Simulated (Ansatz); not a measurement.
The relaxed structure here is a generated cell of ZnSnN2: the first start was made by placing the elements on the sites of a structure type, and the end was not matched to a known phase here, so it may be hypothetical.

The start is a generated trial cell of ZnSnN2 in the chalcopyrite structure type. The cell and all atomic positions are relaxed at zero pressure with PBEsol (plane waves to 420 eV, PAW, scalar-relativistic; Ansatz, an electronic-structure program). The first steps use a coarse 7×7×7 k-mesh.

Input geometry:
```yaml
crystal:
  lattice:
    - [-2.35193, 2.35193, 4.63493]
    - [2.35193, -2.35193, 4.63493]
    - [2.35193, 2.35193, -4.63493]
  atoms:
    - { symbol: Zn, position: [0.75000, 0.25000, 0.50000] }
    - { symbol: Zn, position: [0.00000, 0.00000, 0.00000] }
    - { symbol: Sn, position: [0.25000, 0.75000, 0.50000] }
    - { symbol: Sn, position: [0.50000, 0.50000, 0.00000] }
    - { symbol: N, position: [0.13240, 0.12500, 0.50740] }
    - { symbol: N, position: [0.61760, 0.62500, 0.49260] }
    - { symbol: N, position: [0.37500, 0.86760, 0.99260] }
    - { symbol: N, position: [0.87500, 0.38240, 0.00740] }
```

### Question
How large is the pressure on the unrelaxed cell, and of which sign?

### Answer
+10 GPa (positive: the cell is compressed).

### Question
How much energy is released per atom?

### Answer
0.04 eV/atom.

### Question
How does the volume per atom move from start to end?

### Answer
+4.5 %, from 12.82 to 13.39 Å³/atom.

### Question
How do the shortest distances between atoms change?

### Answer
The closest pairs of elements (up to four, under 3.6 Å), start → end: N–Sn 2.01 → 2.07 Å; N–Zn 2.05 → 2.04 Å; N–N 3.28 → 3.31 Å; Sn–Zn 3.30 → 3.35 Å.

### Question
Is the relaxed structure metallic? Give its gap.

### Answer
0.02 eV, direct at Γ (no spin-orbit coupling).

### Question
Give the final cell and atomic positions.

### Answer

```cif
data_N8Sn4Zn4
_chemical_formula_sum 'Zn4 Sn4 N8'
_space_group_name_H-M_alt 'I-42d'
_space_group_IT_number 122
_space_group_name_Hall 'I -4 2bw'
_cell_length_a 4.73347
_cell_length_b 4.73347
_cell_length_c 9.56327
_cell_angle_alpha 90.000
_cell_angle_beta 90.000
_cell_angle_gamma 90.000
loop_
_atom_site_label
_atom_site_type_symbol
_atom_site_symmetry_multiplicity
_atom_site_Wyckoff_symbol
_atom_site_fract_x
_atom_site_fract_y
_atom_site_fract_z
_atom_site_occupancy
Zn1 Zn 4 a 0.00000 0.00000 0.00000 1
Sn1 Sn 4 b 0.00000 0.00000 0.50000 1
N1 N 8 d 0.25000 0.25582 0.37500 1
```
(The calculation used a cell of 8 atoms; values per cell refer to that cell.)

The space group stays I-42d (No. 122) (the run could not lower it); the end is chalcopyrite type, with 8 atoms in the primitive cell. Final values are on a 10×10×10 k-mesh of the relaxed cell. No spin polarisation in the result.

The run could not lose the symmetry of its start; a randomly shaken copy of 8 atoms returns to this structure.
